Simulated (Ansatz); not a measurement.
LiTlSe₂, ordered on the zincblende lattice (P-4m2) with 4 atoms a cell was relaxed with 5 functionals in Ansatz 0.2.0, cell and atoms free, the symmetry of the start kept (meshes: PBE 6×6×4, r2SCAN 6×6×4, PBEsol 6×6×4, LDA 6×6×4, HSE06 4×4×4). The cell comes from a prototype generator: it can be a known phase or a hypothetical one. Spin polarisation is off.

The HSE06 result:
```
Li Se Tl
1.0
     4.25907    0.00000    0.00000
     0.00000    4.25907    0.00000
     0.00000    0.00000    5.97532
Li Se Tl
1 2 1
Direct
  0.00000 0.00000 0.00000
  0.00000 0.50000 0.23154
  0.50000 0.00000 0.76846
  0.50000 0.50000 0.50000
```

The symmetry is P-4m2 (No. 115, tetragonal); a = 4.259 Å, c = 5.975 Å in the conventional setting, 27.10 Å³ an atom. Around Li lie 4 Se at 2.54 Å; around Se lie 2 Li at 2.54 Å and 2 Tl at 2.67 Å; around Tl lie 4 Se at 2.67 Å.

Q: What lattice does r2SCAN give?

A: a = 4.264 Å, c = 5.980 Å; the volume differs by +0.3 % from HSE06's. Li is surrounded by 4 Se at 2.53 Å; Se is surrounded by 2 Li at 2.53 Å and 2 Tl at 2.68 Å; Tl is surrounded by 4 Se at 2.68 Å.

Q: What lattice does PBE give?

A: a = 4.318 Å, c = 6.013 Å; the volume differs by +3.4 % from HSE06's. Li has 4 Se at 2.55 Å; Se has 2 Li at 2.55 Å and 2 Tl at 2.71 Å; Tl has 4 Se at 2.71 Å.

Q: Held at the r2SCAN cell, what mean stress do LDA and PBE find, and does its sign point to their own minimum?

A: Yes. LDA -2.12 GPa, and its relaxed volume is -6.5 % from r2SCAN's; PBE +1.33 GPa, and its relaxed volume is +3.1 % from r2SCAN's. Compression counts positive, so a positive stress asks for a larger cell.
